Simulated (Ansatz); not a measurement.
HfGeS$_{4}$ in space group I4_1/amd (No. 141; Hf on 4a, Ge on 4b, S on 16h), PBE in the plane-wave PAW code Ansatz. The conduction-band minimum lies at Γ, with 1 equivalent valley. Second derivatives d²E/dk² of the lowest band at one valley (eV·Å²), along Cartesian directions:

| direction | d²E/dk² |
|---|---|
| [100] | 33.43 |
| [010] | 33.43 |
| [001] | 73.04 |
| [110] | 33.46 |
| [101] | 53.29 |
| [011] | 53.29 |

Question: Find the principal effective masses, the density-of-states mass and the conductivity mass.

Answer: Off-diagonal terms follow from H_xy = H[110] − (H_xx + H_yy)/2, and m*/mₑ = 7.620 eV·Å² over each eigenvalue: 0.10, 0.23, 0.23. One valley's DOS mass (m₁m₂m₃)^(1/3) = 0.18, conductivity mass 3/(Σ 1/mᵢ) = 0.16 mₑ.

Question: What effective density of states Nc follows at 300 K for parabolic valleys?

Answer: Nc = 2.509e19 × 1 × (0.18)^(3/2) ≈ 1.9e18 cm⁻³.

The start of the workflow was typed in or built on a structure type; neither database checked (COD, Materials Project) lists it. Its standing as an ambient phase is unchecked. The cell was relaxed with PBE under the symmetry of its start; whether a distortion lowers the energy is not shown. No spin polarisation was allowed. Spin–orbit coupling is left out wherever it is not named.

Potentials: the earlier of the program's two PAW sets.

Edges and masses are those of Kohn–Sham bands, whose gap is no quasiparticle gap.
